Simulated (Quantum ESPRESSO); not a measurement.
## Band energies of BaO

```xyz
4
Lattice="3.6998 0.0000 0.0000 -1.8499 3.2041 0.0000 0.0000 0.0000 6.4662" Properties=species:S:1:pos:R:3 pbc="T T T"
O      0.0000     0.0000     3.2331
O      0.0000     0.0000     0.0000
Ba     0.0000     2.1361     1.6166
Ba     1.8499     1.0680     4.8497
```

LDA (Quantum ESPRESSO, PseudoDojo norm-conserving, 84 Ry, no spin-orbit coupling); path ΓMKΓALHA,LM,KH; energies in eV from the valence-band maximum.

```csv
k (1/Å),point,band 12,band 13,band 14,band 15,band 16,band 17,band 18,band 19
0.00,Γ,-1.14,-1.14,-1.10,-1.10,-0.07,3.40,3.77,4.14
0.33,,-1.33,-1.26,-1.02,-0.89,-0.27,3.08,4.38,4.72
0.76,,-1.62,-1.25,-0.74,-0.35,-0.10,2.54,5.07,5.21
0.98,M,-1.68,-1.31,-0.63,-0.27,-0.02,2.37,4.90,5.23
1.09,,-1.65,-1.29,-0.64,-0.30,-0.08,2.49,4.99,5.19
1.55,K,-1.12,-0.90,-0.87,-0.87,-0.85,4.27,4.27,6.53
1.86,,-1.28,-1.22,-0.80,-0.66,-0.45,3.52,4.56,6.16
2.27,,-1.47,-1.39,-0.91,-0.75,-0.36,3.07,4.63,4.87
2.58,,-1.18,-1.12,-1.11,-1.09,-0.10,3.53,3.64,4.20
2.68,Γ,-1.14,-1.14,-1.10,-1.10,-0.07,3.40,3.77,4.14
3.04,,-1.16,-1.16,-1.14,-1.14,-0.97,3.99,4.05,5.03
3.16,A,-1.40,-1.15,-1.15,-1.15,-1.15,4.07,4.07,5.87
3.38,,-1.45,-1.12,-1.12,-0.97,-0.97,4.00,4.00,5.66
3.82,,-1.31,-0.99,-0.99,-0.97,-0.97,3.72,3.72,5.70
4.15,L,-1.27,-1.14,-1.14,-0.97,-0.97,3.79,3.79,5.67
4.60,,-2.08,-0.97,-0.97,-0.04,-0.04,4.61,4.61,5.60
4.71,H,-2.13,-0.95,-0.95,0.00,0.00,4.82,4.82,5.47
4.90,,-2.02,-0.99,-0.99,-0.09,-0.09,4.39,4.39,5.69
5.28,,-1.54,-1.04,-1.04,-0.60,-0.60,3.78,3.78,5.55
5.56,,-1.46,-1.09,-1.09,-0.90,-0.90,3.96,3.96,5.56
5.84,A,-1.40,-1.15,-1.15,-1.15,-1.15,4.07,4.07,5.87
5.84,L,-1.27,-1.14,-1.14,-0.97,-0.97,3.79,3.79,5.67
6.13,,-1.54,-1.34,-0.79,-0.40,-0.26,2.68,4.77,5.21
6.33,M,-1.68,-1.31,-0.63,-0.27,-0.02,2.37,4.90,5.23
6.33,K,-1.12,-0.90,-0.87,-0.87,-0.85,4.27,4.27,6.53
6.43,,-1.35,-0.91,-0.85,-0.65,-0.65,4.30,4.30,6.52
6.82,H,-2.13,-0.95,-0.95,0.00,0.00,4.82,4.82,5.47
```

The LDA gap is indirect, 2.37 eV, from H to M; the smallest direct gap is 2.39 eV.

Geometry relaxed with LDA.

This is not the ordinary phase of the substance; no match was found in the copy of COD used, and its stability was not checked.
